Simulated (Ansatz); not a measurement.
CaAlSiH:
```yaml
crystal:
  lattice:
    - [4.12622, 0.00000, 0.00000]
    - [-2.06311, 3.57341, 0.00000]
    - [0.00000, 0.00000, 4.73003]
  atoms:
    - { symbol: Ca, position: [0.00000, 0.00000, 0.99759] }
    - { symbol: Al, position: [0.66667, 0.33333, 0.45553] }
    - { symbol: Si, position: [0.33333, 0.66667, 0.56446] }
    - { symbol: H, position: [0.66667, 0.33333, 0.08911] }
```

This is the r²SCAN-relaxed structure.

Problem. All from the program Ansatz at the r²SCAN level (PAW), unless another level is named. Predict the hole effective mass.

Solution. 0.39 mₑ (isotropic).

Problem. Next, the HSE06 gap on the r²SCAN cell?

Solution. 0.88 eV.

Problem. Predict the conduction-band minimum.

Solution. at M (3 equivalent valleys).

Space group P3m1. The workflow started from a Materials Project entry (that database holds measured and hypothetical structures alike); the Crystallography Open Database copy checked does not list it. Whether it is the stable phase at ambient conditions was not checked. Symmetry was held in the r²SCAN relaxation; whether a distortion lowers the energy is not shown.

Potentials: the later of the program's two PAW sets.
